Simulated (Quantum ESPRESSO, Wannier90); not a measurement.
**Wannierisation of WSe2 (P6₃/mmc, 2Hc stacking as in molybdenite)**

Cell from Materials Project (mp-1821), symmetrised, no further relaxation. COD (Crystallography Open Database) has an entry of this formula and space group (matched by these alone). Method: PBE plane waves in Quantum ESPRESSO 7.5 (PseudoDojo norm-conserving files, 69 Ry, no spin polarisation, no spin-orbit coupling), Bloch states on a 6×6×4 mesh through Γ, Wannier90 4.0.1. Density: 12×12×4 mesh, cold smearing 0.01 Ry. The cell is built of weakly bound layers, chains or molecules, whose nearest atoms lie 4.03 Å apart. Database cells relaxed without dispersion often hold them too far apart, which can enlarge gaps and weakens couplings between them; spacing and stacking were not compared with the measured crystal. Spin-orbit coupling is left out although heavy elements are present.

On the energy scale of pw.x, whose zero is arbitrary, the valence-band maximum lies at 11.95 eV.

Input w.win:

```
num_bands = 20
num_wann = 20
exclude_bands = 1-2,23-70
num_iter = 800
conv_tol = 1.0e-6
conv_window = 4
write_hr = true
write_u_matrices = true
auto_projections = true
begin unit_cell_cart
ang
    3.3199301218    0.0000000000    0.0000000000
   -1.6599650609    2.8751438242    0.0000000000
    0.0000000000    0.0000000000   13.7371900000
end unit_cell_cart
begin atoms_frac
W   -0.3333333333  0.3333333333 -0.2500000000
W    0.3333333333 -0.3333333333  0.2500000000
Se   0.3333333333 -0.3333333333 -0.1290000000
Se  -0.3333333333  0.3333333333  0.1290000000
Se  -0.3333333333  0.3333333333  0.3710000000
Se   0.3333333333 -0.3333333333 -0.3710000000
end atoms_frac
mp_grid = 6 6 4
begin kpoints
0.0000000000 0.0000000000 0.0000000000
0.0000000000 0.0000000000 0.2500000000
0.0000000000 0.0000000000 0.5000000000
... (141 more lines: the 6x6x4 mesh through Gamma)
end kpoints
```

Input of pw2wannier90.x that gives the overlap and projection files (equivalent; here they were cut from one run over all bands):

```
&inputpp
  outdir = './out'
  prefix = 'pwscf'
  seedname = 'w'
  write_amn = .true.
  write_mmn = .true.
  atom_proj = .true.
  atom_proj_exclude = 1 2 3 4 5 6 7 8 9 10 11 12 13 14 15 16 17 18 19 20 26 27 28 29 35 36 37 38 44 45 46 47 53 54 55 56
/
```

Output w.wout (banner and timings cut):

```
                                    ------
                                    SYSTEM
                                    ------

                              Lattice Vectors (Ang)
                    a_1     3.319930   0.000000   0.000000
                    a_2    -1.659965   2.875144   0.000000
                    a_3     0.000000   0.000000  13.737190

                   Unit Cell Volume:     131.12528  (Ang^3)

                        Reciprocal-Space Vectors (Ang^-1)
                    b_1     1.892566   1.092673  -0.000000
                    b_2     0.000000   2.185346   0.000000
                    b_3     0.000000  -0.000000   0.457385

 *----------------------------------------------------------------------------*
 |   Site       Fractional Coordinate          Cartesian Coordinate (Ang)     |
 +----------------------------------------------------------------------------+
 | w    1  -0.33333   0.33333  -0.25000   |   -1.65997   0.95838  -3.43430    |
 | w    2   0.33333  -0.33333   0.25000   |    1.65997  -0.95838   3.43430    |
 | se   1   0.33333  -0.33333  -0.12900   |    1.65997  -0.95838  -1.77210    |
 | se   2  -0.33333   0.33333   0.12900   |   -1.65997   0.95838   1.77210    |
 | se   3  -0.33333   0.33333   0.37100   |   -1.65997   0.95838   5.09650    |
 | se   4   0.33333  -0.33333  -0.37100   |    1.65997  -0.95838  -5.09650    |
 *----------------------------------------------------------------------------*
                                ------------
                                K-POINT GRID
                                ------------

             Grid size =  6 x  6 x  4      Total points =  144

 *---------------------------------- MAIN ------------------------------------*
 |  Number of Wannier Functions               :                20             |
 |  Number of Objective Wannier Functions     :                20             |
 |  Number of input Bloch states              :                20             |
 |  Output verbosity (1=low, 5=high)          :                 1             |
 |  Timing Level (1=low, 5=high)              :                 1             |
 |  Optimisation (0=memory, 3=speed)          :                 3             |
 |  Length Unit                               :               Ang             |
 |  Post-processing setup (write *.nnkp)      :                 F             |
 |  Using Gamma-only branch of algorithms     :                 F             |
 *----------------------------------------------------------------------------*
 *------------------------------- WANNIERISE ---------------------------------*
 |  Total number of iterations                :               800             |
 |  Number of CG steps before reset           :                 5             |
 |  Trial step length for line search         :             2.000             |
 |  Convergence tolerence                     :         0.100E-05             |
 |  Convergence window                        :                 4             |
 |  Iterations between writing output         :                 1             |
 |  Iterations between backing up to disk     :               100             |
 |  Write r^2_nm to file                      :                 F             |
 |  Write xyz WF centres to file              :                 F             |
 |  Write on-site energies <0n|H|0n> to file  :                 F             |
 |  Use guiding centre to control phases      :                 F             |
 |  Use phases for initial projections        :                 F             |
 *----------------------------------------------------------------------------*
 *-------------------------------- PLOTTING ----------------------------------*
 |  Plotting Hamiltonian in WF basis          :                 T             |
 *----------------------------------------------------------------------------*

       ... (k-mesh section left out)

 Starting a new Wannier90 calculation ...

 Reading overlaps from w.mmn

 Reading projections from w.amn

 *------------------------------- WANNIERISE ---------------------------------*
 +--------------------------------------------------------------------+<-- CONV
 | Iter  Delta Spread     RMS Gradient      Spread (Ang^2)            |<-- CONV
 +--------------------------------------------------------------------+<-- CONV

 ------------------------------------------------------------------------------
 Initial State
  WF centre and spread    1  (  1.659965, -0.958381, -1.775362 )     0.23307723
  WF centre and spread    2  (  1.659965, -0.958509, -1.774899 )     0.23365426
  WF centre and spread    3  (  1.659965, -0.958253, -1.774899 )     0.23365426
  WF centre and spread    4  (  1.659965, -0.958289, -1.772714 )     0.23252887
  WF centre and spread    5  (  1.659965, -0.958473, -1.772714 )     0.23252887
  WF centre and spread    6  ( -1.659965,  0.958381,  1.775362 )     0.23307723
  WF centre and spread    7  ( -1.659965,  0.958509,  1.774899 )     0.23365426
  WF centre and spread    8  ( -1.659965,  0.958253,  1.774899 )     0.23365426
  WF centre and spread    9  ( -1.659965,  0.958289,  1.772714 )     0.23252887
  WF centre and spread   10  ( -1.659965,  0.958473,  1.772714 )     0.23252887
  WF centre and spread   11  ( -1.659965,  0.958381,  5.093233 )     0.23307723
  WF centre and spread   12  ( -1.659965,  0.958509,  5.093696 )     0.23365426
  WF centre and spread   13  ( -1.659965,  0.958253,  5.093696 )     0.23365426
  WF centre and spread   14  ( -1.659965,  0.958289,  5.095881 )     0.23252887
  WF centre and spread   15  ( -1.659965,  0.958473,  5.095881 )     0.23252887
  WF centre and spread   16  (  1.659965, -0.958381, -5.093233 )     0.23307723
  WF centre and spread   17  (  1.659965, -0.958509, -5.093696 )     0.23365426
  WF centre and spread   18  (  1.659965, -0.958253, -5.093696 )     0.23365426
  WF centre and spread   19  (  1.659965, -0.958289, -5.095881 )     0.23252887
  WF centre and spread   20  (  1.659965, -0.958473, -5.095881 )     0.23252887
  Sum of centres and spreads ( -0.000000,  0.000000, -0.000000 )     4.66177395

      0     0.466E+01     0.0000000000        4.6617739161  <-- CONV
        O_D=      0.0000000 O_OD=      0.0011205 O_TOT=      4.6617739 <-- SPRD
 ------------------------------------------------------------------------------
      1    -0.102E-08     0.0000254422        4.6617739150  <-- CONV
        O_D=      0.0000000 O_OD=      0.0011205 O_TOT=      4.6617739 <-- SPRD
      2    -0.263E-09     0.0000318260        4.6617739148  <-- CONV
        O_D=      0.0000000 O_OD=      0.0011205 O_TOT=      4.6617739 <-- SPRD
      3    -0.947E-10     0.0000178774        4.6617739147  <-- CONV
        O_D=      0.0000000 O_OD=      0.0011205 O_TOT=      4.6617739 <-- SPRD
      4    -0.520E-10     0.0000112445        4.6617739146  <-- CONV
        O_D=      0.0000000 O_OD=      0.0011205 O_TOT=      4.6617739 <-- SPRD
             <<<     Delta < 1.000E-06  over  4 iterations     >>>
             <<< Wannierisation convergence criteria satisfied >>>
 Final State
  WF centre and spread    1  (  1.659965, -0.958381, -1.775362 )     0.23307723
  WF centre and spread    2  (  1.659965, -0.958509, -1.774899 )     0.23365426
  WF centre and spread    3  (  1.659965, -0.958253, -1.774899 )     0.23365426
  WF centre and spread    4  (  1.659965, -0.958289, -1.772714 )     0.23252887
  WF centre and spread    5  (  1.659965, -0.958473, -1.772714 )     0.23252887
  WF centre and spread    6  ( -1.659965,  0.958381,  1.775362 )     0.23307723
  WF centre and spread    7  ( -1.659965,  0.958509,  1.774899 )     0.23365426
  WF centre and spread    8  ( -1.659965,  0.958253,  1.774899 )     0.23365426
  WF centre and spread    9  ( -1.659965,  0.958289,  1.772714 )     0.23252887
  WF centre and spread   10  ( -1.659965,  0.958473,  1.772714 )     0.23252887
  WF centre and spread   11  ( -1.659965,  0.958381,  5.093233 )     0.23307723
  WF centre and spread   12  ( -1.659965,  0.958509,  5.093696 )     0.23365426
  WF centre and spread   13  ( -1.659965,  0.958253,  5.093696 )     0.23365426
  WF centre and spread   14  ( -1.659965,  0.958289,  5.095881 )     0.23252887
  WF centre and spread   15  ( -1.659965,  0.958473,  5.095881 )     0.23252887
  WF centre and spread   16  (  1.659965, -0.958381, -5.093233 )     0.23307723
  WF centre and spread   17  (  1.659965, -0.958509, -5.093696 )     0.23365426
  WF centre and spread   18  (  1.659965, -0.958253, -5.093696 )     0.23365426
  WF centre and spread   19  (  1.659965, -0.958289, -5.095881 )     0.23252887
  WF centre and spread   20  (  1.659965, -0.958473, -5.095881 )     0.23252887
  Sum of centres and spreads ( -0.000000,  0.000000, -0.000000 )     4.66177394

         Spreads (Ang^2)       Omega I      =     4.660653442
        ================       Omega D      =     0.000000018
                               Omega OD     =     0.001120454
    Final Spread (Ang^2)       Omega Total  =     4.661773915
```
